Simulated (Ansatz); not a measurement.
YbPd2 in space group I4/mmm (No. 139; Yb on 2a, Pd on 4d), PBE (plane waves, PAW; program Ansatz), all energies at zero smearing, with the estimated change up to a 700 eV cutoff added, with one set of potentials and settings (totals compare only within such a set). Cell of 3 atoms (1 Yb, 2 Pd): -27742.028 eV.

```
element             reference phase  E (eV/atom)
-------  --------------------------  -----------
Yb       Fm-3m, 1 atoms in the cell  -13795.0278
Pd       Fm-3m, 1 atoms in the cell   -6972.8544
```

Formation energy per atom, worked out: (-27742.028 − 1×(-13795.0278) − 2×(-6972.8544))/3 = -0.430 eV/atom (-42 kJ per mol of atoms), at 0 K, without zero-point energy or fitted corrections.

The workflow started from an entry of the Crystallography Open Database (COD). Whether it is the stable phase at ambient conditions was not checked. The cell was relaxed with PBE under the symmetry of its start; its stability against distortions is not shown here. The final state is ferromagnetic, the only order run, not a proven ground state. The volume moved by -19 % from the start of the relaxation. The volume fell by over 15 % from the filed cell, which may lack light atoms or belong to other conditions. The 4f shell is in the valence, and the state reached may lie above the lowest one. No Hubbard U is applied. The references are the lowest solids computed at this level, not always the standard phases. Scalar-relativistic: spin–orbit coupling is off unless named, which matters more the heavier the elements.

Potentials: the later of the program's two PAW sets.
